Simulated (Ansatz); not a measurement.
Given:

PbI$_{2}$ (CdI2 type)

```xyz
3
Lattice="4.5590 0.0000 0.0000 -2.2795 3.9482 0.0000 0.0000 0.0000 6.9727" Properties=species:S:1:pos:R:3 pbc="T T T"
Pb     0.0000     0.0000     0.0000
I      0.0000     2.6321     1.8892
I      2.2795     1.3161     5.0835
```

The volume is varied about the relaxed value V₀ at fixed cell shape. The atoms relax within the cell's symmetry.

The numbers are results of PBE-D3(BJ) (plane waves to 420 eV, PAW, scalar-relativistic; Ansatz, a quantum-chemistry and plane-wave program), not measurements. k mesh 8×8×5 (Γ-centred), Fermi-Dirac smearing 0.05 eV. Energies are smeared free energies. Stress and pressure are positive under compression. With the shape held, the modulus is that of even scaling; a crystal free to change shape is softer. PbI2 was relaxed with its symmetry unable to fall. Spin-orbit coupling is left out, though I and Pb are heavy. ΔE is measured from the relaxed starting cell.

The scan covers V/V₀ from 0.940 to 1.060 in 9 points.

Question: What pressure does the cell carry at V/V₀ = 0.940?

Answer: 1.07 GPa.

Question: What is ΔE at V/V₀ = 0.940?

Answer: 7.7 meV/atom.

Question: What is ΔE at V/V₀ = 1.060?

Answer: 5.6 meV/atom.

(Under strain, the slope of the energy per volume gives the stress and its curvature an elastic modulus.)
